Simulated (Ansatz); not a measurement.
Relaxation of a relaxed Li cell, doubled along one cell vector, shaken by Gaussian noise of σ = 0.08 Å a coordinate; 6 atoms in the cell, which starts as P1 (No. 1), aP6; a = 5.642 Å, b = c = 5.764 Å, α = 120.00°, β = γ = 90.00°. Level of theory: r2SCAN (plane waves to 500 eV, PAW, scalar-relativistic; Ansatz, a program for electronic structure). Γ-centred k-mesh 7×7×6 on the run's cell (coarser than for final values), Fermi–Dirac smearing 0.05 eV. This is the first round of the run. 

The optimiser's lines from the output (shortened; P is positive under compression):

```
relax step   1: F+E_penalty+E_count = -1229.05790066 eV  Δ(F+E_penalty+E_count) = +0.000e0 eV  max|allowed force component| = 5.029e-1 eV/Å  Δτ_max = 0.0000 Å  P = +0.286 GPa  Ω = 162.319 Å³  (9 SCF iters, dr2 threshold 1.00e-7 eV, accepted)
relax step   2: F+E_penalty+E_count = -1229.32107340 eV  Δ(F+E_penalty+E_count) = -2.632e-1 eV  max|allowed force component| = 1.526e-1 eV/Å  Δτ_max = 0.1948 Å  P = +0.073 GPa  Ω = 159.715 Å³  (7 SCF iters, dr2 threshold 6.00e-7 eV, accepted)
relax step   3: F+E_penalty+E_count = -1229.53113295 eV  Δ(F+E_penalty+E_count) = -2.101e-1 eV  max|allowed force component| = 2.690e-1 eV/Å  Δτ_max = 0.2000 Å  P = -0.091 GPa  Ω = 157.124 Å³  (7 SCF iters, dr2 threshold 6.00e-7 eV, accepted)
relax step   4: F+E_penalty+E_count = -1229.88863831 eV  Δ(F+E_penalty+E_count) = -3.575e-1 eV  max|allowed force component| = 3.430e-1 eV/Å  Δτ_max = 0.1992 Å  P = -0.477 GPa  Ω = 152.974 Å³  (7 SCF iters, dr2 threshold 6.00e-7 eV, accepted)
relax step   5: F+E_penalty+E_count = -1230.31280445 eV  Δ(F+E_penalty+E_count) = -4.242e-1 eV  max|allowed force component| = 3.200e-1 eV/Å  Δτ_max = 0.1966 Å  P = -0.986 GPa  Ω = 148.971 Å³  (6 SCF iters, dr2 threshold 6.00e-7 eV, accepted)
relax step   6: F+E_penalty+E_count = -1230.65060549 eV  Δ(F+E_penalty+E_count) = -3.378e-1 eV  max|allowed force component| = 1.775e-1 eV/Å  Δτ_max = 0.1950 Å  P = -1.173 GPa  Ω = 143.053 Å³  (6 SCF iters, dr2 threshold 6.00e-7 eV, accepted)
relax step   7: F+E_penalty+E_count = -1230.83030973 eV  Δ(F+E_penalty+E_count) = -1.797e-1 eV  max|allowed force component| = 1.690e-2 eV/Å  Δτ_max = 0.1830 Å  P = -0.019 GPa  Ω = 126.115 Å³  (6 SCF iters, dr2 threshold 6.00e-7 eV, accepted)
relax step   8: F+E_penalty+E_count = -1230.83111586 eV  Δ(F+E_penalty+E_count) = -8.061e-4 eV  max|allowed force component| = 2.244e-3 eV/Å  Δτ_max = 0.0233 Å  P = +0.000 GPa  Ω = 125.923 Å³  (5 SCF iters, dr2 threshold 1.78e-8 eV, accepted)
relax step   9: F+E_penalty+E_count = -1230.83115793 eV  Δ(F+E_penalty+E_count) = -4.206e-5 eV  max|allowed force component| = 9.747e-4 eV/Å  Δτ_max = 0.0066 Å  P = -0.001 GPa  Ω = 125.934 Å³  (7 SCF iters, accepted)
relax step  10: F+E_penalty+E_count = -1230.83069307 eV  Δ(F+E_penalty+E_count) = +4.649e-4 eV  max|allowed force component| = 9.742e-4 eV/Å  Δτ_max = 0.0000 Å  P = -0.002 GPa  Ω = 125.934 Å³  stress off target by 7.77e-3 GPa  SCF on the basis re-selected at this cell (its energy is not comparable with the rows above)  (5 SCF iters)
```

From the first to the last row the energy changes by -0.30 eV/atom and the volume by -22.4 %. The last row is marked as not comparable with the walk above it, whose basis was carried along; it does compare with step 1, since both stand on a basis selected at the nominal cutoff for their own cell.

Later rounds, restarted from the end of this one on a renewed k-mesh, logged 7 more steps and released under 0.01 eV/atom more. The final structure after all rounds: P6₃/mmc (No. 194), hP2, hcp (Mg type); a = b = 3.095 Å, c = 5.055 Å, α = β = 90.00°, γ = 120.00°. Between re-selections the logged energies stand on a plane-wave basis carried along with the cell. No spin polarisation in the result.

Of the parent cell (P6/mmm (No. 191)): it is a generated cell of Li: the first start was made by placing the elements on the sites of a structure type, and the end was not matched to a known phase here, so it may be hypothetical. Known forms of Li include space group No. 229.

This is a known allotrope of Li, reached from a generated start. Known forms of Li include space group No. 229.
